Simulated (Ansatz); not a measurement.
## BiTe (zincblende structure)

Computed with Ansatz (plane waves, PAW, 420 eV cutoff): PBEsol, scalar-relativistic, no spin polarisation, 8×8×8 k-mesh, Gaussian smearing of 0.05 eV; PAW files: Ansatz's generated set soft_2.

```
Bi Te
1.0
     0.00000    3.56075    3.56075
     3.56075    0.00000    3.56075
     3.56075    3.56075    0.00000
Bi Te
1 1
Direct
  0.00000 0.00000 0.00000
  0.25000 0.25000 0.25000
```

This is a trial structure; measured cells of the compound in the Crystallography Open Database are in space groups P-3m1, Fm-3m (rock salt).

The cell is relaxed to zero pressure at this level.

The cell has space group F-43m (read at 0.01 Å). In it the stress is -0.01, -0.01, -0.01, 0.00, 0.00, 0.00 GPa and the largest force component 0.000 eV/Å. Each change below starts from this cell, without further relaxation. Stress is in GPa, positive in compression, in the order xx, yy, zz, yz, xz, xy; energies are counted from the cell above and are free energies with the smearing's entropy, which match forces and stress in a metal.

Problem. What happens when atom 1 (Bi) is moved by 0.20 Å along x?

Solution. The energy changes by 30.0 meV per cell, and the force on it along the shift is -0.373 eV/Å (−F/u = 1.87 eV/Å²). Stress: 0.21, 0.19, 0.19, 0.91, 0.00, 0.00.
```tsv
atom	Fx (eV/Å)	Fy	Fz
Bi1	-0.373	0.000	0.000
Te2	0.373	0.000	0.000
```
In a harmonic crystal the energy would rise by −½F·u = ½ × 1.87 × 0.20² eV = 37.3 meV, close to the run's value; the rest is anharmonic or numerical.

Problem. What stress follows from an engineering strain of -1 % in xz, atoms carried along?

Solution. -0.02, 0.02, -0.02, 0.00, -0.12, 0.00 GPa; the energy changes by -0.4 meV per cell.
The stress changes with the wrong sign for a stable crystal (a clamped-atom constant of about -12.0 GPa), so the cell is unstable against this strain on this mesh; in a metal a finer mesh can change the sign.

Spin–orbit coupling, which matters for such heavy elements, is left out. The cell is a metal with an odd number of electrons, and spin polarisation wasn't tried.
